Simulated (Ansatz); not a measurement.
Here is the system:

SrVO$_{3}$:
```yaml
crystal:
  lattice:
    - [3.84058, 0.00000, 0.00000]
    - [0.00000, 3.84058, 0.00000]
    - [0.00000, 0.00000, 3.84058]
  atoms:
    - { symbol: Sr, position: [0.00000, 0.00000, 0.00000] }
    - { symbol: V, position: [0.50000, 0.50000, 0.50000], spin: 1.1 }
    - { symbol: O, position: [0.00000, 0.50000, 0.50000], spin: 0.0 }
    - { symbol: O, position: [0.50000, 0.50000, 0.00000], spin: 0.0 }
    - { symbol: O, position: [0.50000, 0.00000, 0.50000], spin: 0.0 }
```

This is the r²SCAN-relaxed structure.

### Question
All from r²SCAN (plane waves, PAW; program Ansatz), unless another level is named. Estimate the Debye temperature from the elastic constants.

### Answer
668 K.

### Question
Predict the elastic constants (relaxed ions, GPa).

### Answer
C11 = 322, C12 = 132, C44 = 126.

Space group Pm-3m (cubic perovskite). Symmetry was held in the r²SCAN relaxation. Magnetic state: ferromagnetic, chosen from 3 collinear starts compared on coarse meshes (ties went to the first, and starts can fall back to one state), not a proven ground state. Other orbital occupations within this spin state were not tried. No Hubbard U is applied. The compound may be a true metal, but semilocal functionals without U, or a wrong spin order, can also close a gap. As this level gives no gap, shear constants depend on the k-mesh and smearing (Fermi–Dirac, 0.1 eV here).

Potentials: the later of the program's two PAW sets.
